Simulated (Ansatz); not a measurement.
Cu Kα1 powder pattern (kinematic, no thermal factors).
```
2θ (°)  relative intensity
 10.91                   6
 16.40                   3
 21.92                   2
 27.50                   2
 33.03                  17
 33.14                  24
 33.51                   3
 34.89                   4
 37.09                 100
 40.00                   1
 43.50                   2
 47.49                  23
 51.91                   1
 56.69                   2
 59.00                  20
 61.81                  22
 66.29                   1
 69.31                   2
 69.37                  19
 69.56                   4
 71.78                  15
 79.01                   5
 79.18                   3
```

The pattern is computed from a structure relaxed with DFT PBE, scalar-relativistic, plane waves, PAW in Ansatz 0.2.0. No spin polarisation. Its elements are Hf, N, Ti.

Q: Give the structure.

A: Hf5TiN6.
Space group P-6m2 (No. 187). a = 3.129 Å, b = 3.129 Å, c = 16.206 Å, α = 90.00°, β = 90.00°, γ = 120.00°
```
atom  site  symmetry       x       y       z
  Hf    2h       3m. 0.3333  0.6667  0.1614
  Hf    1d      -6m2  0.3333  0.6667  0.5000
  Hf    2g       3m. 0.0000  0.0000  0.3308
  Ti    1a      -6m2  0.0000  0.0000  0.0000
   N    2i       3m. 0.6667  0.3333  0.9214
   N    2i       3m. 0.6667  0.3333  0.2468
   N    2i       3m. 0.6667  0.3333  0.5844
```

A pattern alone doesn't exclude other cells with like lines; this is the one computed.

The cell was found from a structure generator's guess, not taken from experiment.
